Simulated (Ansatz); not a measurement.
Si₂Rh in space group Fddd (No. 70; Si on 16f, Rh on 8a), the program Ansatz at the PBE level (PAW), all energies at zero smearing, with the estimated change up to a 700 eV cutoff added, with one set of potentials and settings (totals compare only within such a set). Cell of 6 atoms (4 Si, 2 Rh): -15350.363 eV.

```
element             reference phase  E (eV/atom)
-------  --------------------------  -----------
Si       Fd-3m, 2 atoms in the cell    -635.8096
Rh       Fm-3m, 1 atoms in the cell   -6402.8911
```

Formation energy per atom, worked out: (-15350.363 − 4×(-635.8096) − 2×(-6402.8911))/6 = -0.224 eV/atom (-22 kJ per mol of atoms), at 0 K, without zero-point energy or fitted corrections.

A made-up cell: these elements were put on the sites of a structure type; neither database checked (COD, Materials Project) lists it. Whether it is the stable phase at ambient conditions was not checked. The cell was relaxed with PBE under the symmetry of its start; whether a distortion lowers the energy is not shown. The run is not spin-polarised. The references are the lowest solids computed at this level, not always the standard phases.

Potentials: the later of the program's two PAW sets.
